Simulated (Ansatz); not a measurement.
Input file for Ansatz (a quantum-chemistry and plane-wave program):

Ansatz 0.2 input:
```yaml
crystal:
  lattice:
    - [1.2278893093, 0.7089222232, 3.5470829927]
    - [-1.2278893093, 0.7089222232, 3.5470829927]
    - [0.0, -1.4178444465, 3.5470829927]
  atoms:
    - { symbol: C, position: [0.3333341595, 0.3333341595, 0.3333341595] }
    - { symbol: C, position: [0.6666658405, 0.6666658405, 0.6666658405] }
kpoints:
  mp_grid: { grid: [34, 34, 34] }
hamiltonian:
  xc: r2scan
  pseudopotentials: { kind: paw }
scf:
  occupations: { method: fermi_dirac, width: 0.1 }
elastic: { mode: relaxed_ion, stencil: two_point, amplitude: 0.005, f_tol: 0.0005 }
```

Output (shortened):

```
Pseudopotential: C, paw, valence charge 4
Functional definition: r2SCAN
Crystal: 2 atoms, lattice volume = 18.526 Å³
Basis set: ecut = 500 eV, 481 PW (Γ), exchange–correlation on 120×120×120 points (64 copies of the dense FFT grid, shifted against one another)
Bands: 8, of which v1, the nominal top of the filled ones, is band 4 counted from 1 (3 counted from 0)
Symmetry: 12 space group operations
Space group: R-3m (ITA 166), of the structure as read, at distance tolerance 2.6e-5 Å
k-points: 3588 of 39304
SCF 1 converged in 9 iterations: F = -503.337206 eV  dr2 = 5.49e-14
relax step   1: F+E_penalty+E_count = -503.33720578 eV  Δ(F+E_penalty+E_count) = +0.000e0 eV  max|allowed force component| = 2.217e-3 eV/Å  Δτ_max = 0.0000 Å  (9 SCF iters, accepted)
Crystal: 2 atoms, lattice volume = 18.526 Å³
SCF 2 converged in 5 iterations: F = -503.337206 eV  dr2 = 9.97e-14
relax step   2: F+E_penalty+E_count = -503.33720591 eV  Δ(F+E_penalty+E_count) = -1.306e-7 eV  max|allowed force component| = 6.090e-4 eV/Å  Δτ_max = 0.0001 Å  (5 SCF iters, accepted)
Crystal: 2 atoms, lattice volume = 18.526 Å³
SCF 3 converged in 4 iterations: F = -503.337206 eV  dr2 = 6.18e-14
relax step   3: F+E_penalty+E_count = -503.33720592 eV  Δ(F+E_penalty+E_count) = -1.065e-8 eV  max|allowed force component| = 2.231e-8 eV/Å  Δτ_max = 0.0000 Å  (4 SCF iters, accepted)
Crystal: 2 atoms, lattice volume = 18.526 Å³
SCF 4 converged in 5 iterations: F = -503.337206 eV  dr2 = 5.11e-14
Crystal: 2 atoms, lattice volume = 18.526 Å³
SCF 5 converged in 2 iterations: F = -503.337206 eV  dr2 = 1.19e-14
Crystal: 2 atoms, lattice volume = 18.433 Å³
Basis set: ecut = 500 eV, 477 PW (Γ), exchange–correlation on 120×120×120 points (64 copies of the dense FFT grid, shifted against one another)
Symmetry: 4 space group operations
k-points: 10134 of 39304
SCF 6 converged in 7 iterations: F = -503.335630 eV  dr2 = 3.95e-14
relax step   1: F+E_penalty+E_count = -503.33563025 eV  Δ(F+E_penalty+E_count) = +0.000e0 eV  max|allowed force component| = 5.693e-2 eV/Å  Δτ_max = 0.0000 Å  (7 SCF iters, accepted)
Crystal: 2 atoms, lattice volume = 18.433 Å³
SCF 7 converged in 6 iterations: F = -503.335649 eV  dr2 = 2.49e-15
relax step   2: F+E_penalty+E_count = -503.33564945 eV  Δ(F+E_penalty+E_count) = -1.920e-5 eV  max|allowed force component| = 3.267e-2 eV/Å  Δτ_max = 0.0002 Å  (6 SCF iters, accepted)
Crystal: 2 atoms, lattice volume = 18.433 Å³
SCF 8 converged in 6 iterations: F = -503.335659 eV  dr2 = 2.18e-15
relax step   3: F+E_penalty+E_count = -503.33565886 eV  Δ(F+E_penalty+E_count) = -9.413e-6 eV  max|allowed force component| = 3.801e-5 eV/Å  Δτ_max = 0.0003 Å  (6 SCF iters, accepted)
Crystal: 2 atoms, lattice volume = 18.433 Å³
SCF 9 converged in 2 iterations: F = -503.335659 eV  dr2 = 3.97e-16
Crystal: 2 atoms, lattice volume = 18.619 Å³
SCF 10 converged in 7 iterations: F = -503.335722 eV  dr2 = 3.30e-14
relax step   1: F+E_penalty+E_count = -503.33572169 eV  Δ(F+E_penalty+E_count) = +0.000e0 eV  max|allowed force component| = 5.173e-2 eV/Å  Δτ_max = 0.0000 Å  (7 SCF iters, accepted)
Crystal: 2 atoms, lattice volume = 18.619 Å³
SCF 11 converged in 6 iterations: F = -503.335746 eV  dr2 = 7.30e-15
relax step   2: F+E_penalty+E_count = -503.33574587 eV  Δ(F+E_penalty+E_count) = -2.418e-5 eV  max|allowed force component| = 1.304e-3 eV/Å  Δτ_max = 0.0005 Å  (6 SCF iters, accepted)
Crystal: 2 atoms, lattice volume = 18.619 Å³
SCF 12 converged in 5 iterations: F = -503.335746 eV  dr2 = 1.85e-15
relax step   3: F+E_penalty+E_count = -503.33574589 eV  Δ(F+E_penalty+E_count) = -1.541e-8 eV  max|allowed force component| = 1.489e-6 eV/Å  Δτ_max = 0.0000 Å  (5 SCF iters, accepted)
Crystal: 2 atoms, lattice volume = 18.619 Å³
SCF 13 converged in 2 iterations: F = -503.335746 eV  dr2 = 4.35e-16
Crystal: 2 atoms, lattice volume = 18.433 Å³
SCF 14 converged in 7 iterations: F = -503.337231 eV  dr2 = 5.11e-14
relax step   1: F+E_penalty+E_count = -503.33723103 eV  Δ(F+E_penalty+E_count) = +0.000e0 eV  max|allowed force component| = 3.772e-4 eV/Å  Δτ_max = 0.0000 Å  (7 SCF iters, accepted)
Crystal: 2 atoms, lattice volume = 18.433 Å³
SCF 15 converged in 2 iterations: F = -503.337231 eV  dr2 = 7.08e-15
Crystal: 2 atoms, lattice volume = 18.619 Å³
SCF 16 converged in 7 iterations: F = -503.337123 eV  dr2 = 4.06e-14
relax step   1: F+E_penalty+E_count = -503.33712326 eV  Δ(F+E_penalty+E_count) = +0.000e0 eV  max|allowed force component| = 3.449e-4 eV/Å  Δτ_max = 0.0000 Å  (7 SCF iters, accepted)
Crystal: 2 atoms, lattice volume = 18.619 Å³
SCF 17 converged in 2 iterations: F = -503.337123 eV  dr2 = 7.58e-15
Crystal: 2 atoms, lattice volume = 18.526 Å³
SCF 18 converged in 7 iterations: F = -503.337202 eV  dr2 = 1.62e-15
relax step   1: F+E_penalty+E_count = -503.33720237 eV  Δ(F+E_penalty+E_count) = +0.000e0 eV  max|allowed force component| = 8.532e-5 eV/Å  Δτ_max = 0.0000 Å  (7 SCF iters, accepted)
Crystal: 2 atoms, lattice volume = 18.526 Å³
SCF 19 converged in 2 iterations: F = -503.337202 eV  dr2 = 4.31e-16
Crystal: 2 atoms, lattice volume = 18.526 Å³
SCF 20 converged in 7 iterations: F = -503.337202 eV  dr2 = 1.61e-15
relax step   1: F+E_penalty+E_count = -503.33720229 eV  Δ(F+E_penalty+E_count) = +0.000e0 eV  max|allowed force component| = 2.089e-5 eV/Å  Δτ_max = 0.0000 Å  (7 SCF iters, accepted)
Crystal: 2 atoms, lattice volume = 18.526 Å³
SCF 21 converged in 2 iterations: F = -503.337202 eV  dr2 = 4.31e-16
SCF converged after 2 iterations
Stability not checked: this state was not tested for a lower state beside it, because too few of the mixer's solves of this state at the end of the SCF gave a …
Free energy (F): -503.337206 eV
Harris-Foulkes:  -503.337206 eV  (|F-HF|=0.00e0)
Internal energy: -503.336632 eV  (E = F + TS)
E sigma→0 (E₀):  -503.336919 eV
Entropy (-TS):   -0.000574 eV (-0.287 meV/atom)
Fermi energy:    6.448005 eV
--- Per-component energies (eV) ---
  E_band       = -26.783151
  E_kinetic    = 181.734542
  E_local      = -335.492825  (includes V_loc(G=0)·N_el)
  E_nonlocal   = 53.901482
  E_hartree    = 105.029793
  E_xc         = -94.427841
  E_vxc        = -130.808342  (∫ρ·V_xc dr)
  E_paw        = -201.758241  (= ΣΔE_a)
  E_vpaw       = -13.508006  (= ΣTr[D̂ρ^β])
  E_aug_tail   = 0.000011  (compensation charges beyond the density's cutoff)
  E_vtau       = 7.330401  (kinetic-family band-sum trace: ∫τ·v_τ [+ j·A + Jᵃ·Aᵃ] dr)
  E_ewald      = -212.274006
  E_core_change = -0.049547  (= ΣΔE_core)
  E_smearing   = -0.000574  (= −TS)
  E_closure    =  0.000000  (closes the sum)
  Σ components = -503.337206   (vs F -503.337206, Δ=0.00e0)
--- Forces (eV/Å), atoms counted from 1 ---
  atom   1  C      0.00000000     0.00000000     0.00000009
  atom   2  C      0.00000000     0.00000000    -0.00000009
  max |Σ_I F_I| component: 0.00e0 eV/Å
--- Stress (GPa, compression-positive) ---
        0.051455       0.000000       0.000000
        0.000000       0.051455       0.000000
        0.000000       0.000000      -0.093979
  P = ⅓ Tr σ = 0.0030 GPa (0.030 kbar)
--- Band table (eV; the first three rows and the last of 3588) ---
  k-point 0: bands = ["-14.5217", "-0.9090", "3.1907", "3.1907", "10.3697", "15.2063", "15.2063", "18.8653"]
  k-point 1: bands = ["-14.4997", "-0.8854", "3.0991", "3.1429", "10.4002", "15.2222", "15.3017", "18.7820"]
  k-point 2: bands = ["-14.4336", "-0.8147", "2.8317", "3.0045", "10.4919", "15.2612", "15.5824", "18.5369"]
  k-point 3587: bands = ["-14.3321", "-2.4173", "3.1802", "3.1802", "15.1733", "15.1733", "16.1505", "19.0140"]
--- Elastic constants: 3 strain directions × 2 members + reference (group order 12) ---
  dense FFT box of the reference and of every strained cell: 30×30×30
  strains applied: 11, 33, 23; error gains …
  reference relaxed by the batch: 3 steps …
  largest displacement 6.4e-5 Å; the constants are those of the deck's cell at these positions:
  atoms:
    - { symbol: C, position: [0.3333401458256533, 0.3333401458256533, 0.3333401458256533] }
    - { symbol: C, position: [0.6666598541743467, 0.6666598541743467, 0.6666598541743467] }
  C = ∂σ_k/∂η_j (tension-positive GPa; Voigt order 11 22 33 23 13 12):
      1040.137    177.692     -2.307      0.910      0.000      0.000
       177.692   1040.137     -2.307     -0.910      0.000      0.000
        -2.454     -2.454     19.762      0.000      0.000      0.000
         0.911     -0.911      0.000      2.414      0.000      0.000
         0.000      0.000      0.000      0.000      2.414      0.911
         0.000      0.000      0.000      0.000      0.910    431.222
  reference stress σ⁰ (GPa):     -0.051     -0.051      0.094      0.000      0.000      0.000
  moduli (Voigt/Reuss/Hill, GPa): K = 271.77/18.99/145.38   G = 215.68/5.54/110.61   E = 264.71   ν = 0.197
  mechanically stable: yes (min eigenvalue of sym C = 2.41 GPa)
  strain η (Voigt 11):  stress-route row diagonal C_11 = 1040.14 GPa, energy-path curvature d²(F+E_count+ΔE)/dδ²/Ω₀ = 1040.11 GPa
         δ    σ_11 (GPa)             F (eV)   n_scf  n_hpsi   n_pw
    -5.000e-3      -5.3249        -503.3356589       2  1092633    484   relax 3 steps, max|allowed force component| 3.80e-5 eV/Å
     5.000e-3       5.0765        -503.3357459       2  1090777    491   relax 3 steps, max|allowed force component| 1.49e-6 eV/Å
  strain η (Voigt 33):  stress-route row diagonal C_33 = 19.76 GPa, energy-path curvature d²(F+E_count+ΔE)/dδ²/Ω₀ = 19.75 GPa
         δ    σ_33 (GPa)             F (eV)   n_scf  n_hpsi   n_pw
    -5.000e-3      -0.0089        -503.3372310       2  388137    488   relax 1 steps, max|allowed force component| 3.77e-4 eV/Å
     5.000e-3       0.1887        -503.3371233       2  387571    490   relax 1 steps, max|allowed force component| 3.45e-4 eV/Å
  strain η (Voigt 23):  stress-route row diagonal C_44 = 2.41 GPa, energy-path curvature d²(F+E_count+ΔE)/dδ²/Ω₀ = 2.40 GPa
         δ    σ_23 (GPa)             F (eV)   n_scf  n_hpsi   n_pw
    -5.000e-3      -0.0118        -503.3372024       2  1092147    489   relax 1 steps, max|allowed force component| 8.53e-5 eV/Å
     5.000e-3       0.0123        -503.3372023       2  1091773    489   relax 1 steps, max|allowed force component| 2.09e-5 eV/Å
```

Cost: roughly 30 core-minutes on shared cores.

The workflow started from a Materials Project entry (that database holds measured and hypothetical structures alike); the Crystallography Open Database files this formula in space group No. 166, but the cells were not matched. It is not the phase usual at ambient conditions (space group No. 194, 227). The cell was relaxed with r²SCAN under the symmetry of its start; whether a distortion lowers the energy is not shown. A crystal of weakly bound layers computed without a dispersion correction: the cell and the soft elastic constants depend strongly on that. As this level gives no gap, shear constants depend on the k-mesh and smearing (Fermi–Dirac, 0.1 eV here).

Potentials: the later of the program's two PAW sets.

Ansatz is a plane-wave DFT program.
